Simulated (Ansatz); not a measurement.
Surface calculation: bcc W (100), 7 layers

The slab is cut from the bcc crystal, the stable phase, as relaxed on PAW files (16.13 Å³/atom), with 16 Å of vacuum and a dipole correction:

```
W
1.0
     3.18342    0.00000    0.00000
     0.00000    3.18342    0.00000
     0.00000    0.00000   25.55030
W
7
Direct
  0.00000 0.00000 0.31311
  0.50000 0.50000 0.37541
  0.00000 0.00000 0.43770
  0.50000 0.50000 0.50000
  0.00000 0.00000 0.56230
  0.50000 0.50000 0.62459
  0.00000 0.00000 0.68689
```

All numbers are PBE results (scalar-relativistic) from Ansatz 0.2.0, with a Γ-centred 11×11×1 k mesh, Fermi–Dirac smearing of 0.08 eV, no spin polarisation. Methods: LAPW: all electrons, basis error target 1 meV/atom; PAW: frozen-core files, cutoff 420 eV.

The bulk energy comes from a cell in the slab's orientation on a 11×11×11 mesh. The surface energy is (E(slab) − N·E(bulk))/2A at zero smearing, the mean of both faces; thin slabs carry quantum-size effects.

Spin–orbit coupling is left out, which matters for the heavy atoms.

Task: As cut, the LAPW slab lies 5.369 eV above 7 atoms of bulk. What surface energy is that?

Result: Over two faces of 10.13 Å² it is 264.9 meV/Å², and times 16.02 J/m² per eV/Å² that gives γ = 4.244 J/m².

| method | γ as cut (J/m²) | γ relaxed (J/m²) | Φ as cut (eV) | Φ relaxed (eV) |
| --- | --- | --- | --- | --- |
| LAPW | 4.244 | 3.970 | 4.19 | 4.10 |
| PAW | 4.249 | 3.972 | 4.19 | 4.10 |

Task: How do the spacings between the planes relax (positions relaxed on PAW files)?

Result: From the bottom face up: d12 -11.2 % of 1.592 Å, d23 +2.2 % of 1.592 Å, d34 -0.9 % of 1.592 Å, d45 -0.9 % of 1.592 Å, d56 +2.2 % of 1.592 Å, d67 -11.2 % of 1.592 Å.

Task: What changes if the vacuum is set to 13 Å?

Result: LAPW then gives: no gap, work function 4.10 eV; PAW: no gap, work function 4.10 eV. The program warns that the vacuum is too thin.

Task: A 4f core hole is made on one atom of each kind in every 1×1 cell (PAW hole dataset, neutral cell, valence without spin). What does it cost by layer?

Result: layer 1 31.88 eV, layer 2 32.28 eV, layer 3 32.39 eV, layer 4 32.29 eV. Shifts between layers mean more than the absolute values, and a whole layer of holes screens otherwise than one hole.
